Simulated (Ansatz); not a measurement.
Consider the following.

TiAl:
```cif
data_AlTi
_chemical_formula_sum 'Ti1 Al1'
_space_group_name_H-M_alt 'P 1'
_space_group_IT_number 1
_cell_length_a 2.82179
_cell_length_b 2.82179
_cell_length_c 4.07727
_cell_angle_alpha 90.000
_cell_angle_beta 90.000
_cell_angle_gamma 90.000
loop_
_space_group_symop_operation_xyz
  'x, y, z'
loop_
_atom_site_label
_atom_site_type_symbol
_atom_site_fract_x
_atom_site_fract_y
_atom_site_fract_z
_atom_site_occupancy
Ti1 Ti 0.50000 0.50000 0.50000 1
Al1 Al 0.00000 0.00000 0.00000 1
```

This is the PBE-relaxed structure.

All from PBE (plane waves, PAW; program Ansatz), unless another level is named. Give the Debye temperature from the elastic constants.

551 K.

Next, the zero-point energy?

43.7 meV/atom.

Space group P4/mmm (L1₀ or tetragonal B2). The cell was relaxed with PBE under the symmetry of its start; phonons on a q-mesh show no instability. The run is not spin-polarised. As this level gives no gap, shear constants depend on the k-mesh and smearing (Fermi–Dirac, 0.1 eV here).

Potentials: the later of the program's two PAW sets.
